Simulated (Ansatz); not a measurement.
**Rocksalt alloy of PbS and PbSe (20 of 32 S sites exchanged), 64 atoms**

Ansatz, PAW, plane waves. PBEsol relaxation of volume and atoms (shape held) at the single k point (¼, ¼, ¼) without its symmetry partners; single points on the relaxed atoms at the Γ point alone, onto which points of the small cell's zone fold. Arrangement: quasirandom. No spin–orbit coupling unless named.

Relaxed structure:

```
Se S Pb
1.0
    12.04961    0.00000    0.00000
     0.00000   12.04961    0.00000
     0.00000    0.00000   12.04961
Se S Pb
20 12 32
Direct
  0.25073 0.00028 0.00021
  0.24999 0.00022 0.49984
  0.24980 0.49997 0.99969
  0.24947 0.49929 0.49997
  0.74952 0.00007 0.99999
  0.74958 0.00072 0.49933
  0.74984 0.49952 0.49971
  0.99991 0.25056 0.00032
  0.99961 0.74911 0.99960
  0.00002 0.74944 0.49995
  0.49956 0.74974 0.49970
  0.99997 0.00099 0.25008
  0.00010 0.99974 0.74957
  0.49976 0.99996 0.74985
  0.49967 0.49978 0.24910
  0.25044 0.25038 0.74963
  0.24990 0.75010 0.24939
  0.74984 0.25077 0.74979
  0.74954 0.74983 0.24911
  0.74966 0.74939 0.74984
  0.74923 0.49948 0.99966
  0.99960 0.25073 0.49913
  0.50033 0.25043 0.00039
  0.49959 0.25001 0.49867
  0.49958 0.74927 0.99918
  0.99937 0.49901 0.24937
  0.00001 0.49976 0.74952
  0.49983 0.00172 0.24923
  0.50007 0.49961 0.75040
  0.25032 0.25031 0.25011
  0.25033 0.74919 0.75001
  0.74937 0.25053 0.24978
  0.99977 0.00053 0.00032
  0.99962 0.00579 0.49996
  0.99541 0.49979 0.99972
  0.99924 0.49636 0.50068
  0.50082 0.00147 0.00328
  0.50029 0.00507 0.49614
  0.50384 0.49983 0.99604
  0.50034 0.49599 0.50380
  0.25541 0.25033 0.00454
  0.25149 0.25000 0.49597
  0.25481 0.75014 0.99682
  0.25060 0.75019 0.50417
  0.74603 0.25408 0.00430
  0.74992 0.25066 0.49568
  0.74489 0.74631 0.99996
  0.74954 0.75027 0.49957
  0.25368 0.00420 0.25024
  0.25017 0.99601 0.75063
  0.24532 0.49642 0.24952
  0.24926 0.50374 0.75029
  0.74656 0.00472 0.24949
  0.75001 0.00012 0.75045
  0.75326 0.49632 0.24599
  0.75063 0.50038 0.75414
  0.00030 0.25422 0.25400
  0.00100 0.25550 0.74599
  0.00031 0.74587 0.25031
  0.00483 0.74555 0.74994
  0.49999 0.24780 0.25030
  0.49967 0.25444 0.74959
  0.49915 0.75363 0.24562
  0.49624 0.74623 0.75337
```

(1) What are the mean bond lengths by pair (pairs within 1.2 times the sum of covalent radii, less contacts 15 % beyond the pair's median; cation–cation pairs of compounds aside; long ionic contacts are cut short by that bound)?

(2) What gap lies between the top filled and the lowest empty level in the single points?

Results:

(1) Pb–S 2.972 ± 0.018 Å (standard deviation, 61 bonds); Pb–Se 3.033 ± 0.026 Å (standard deviation, 120 bonds).

(2) HSE06 0.68 eV (36 s on NVIDIA GB200).
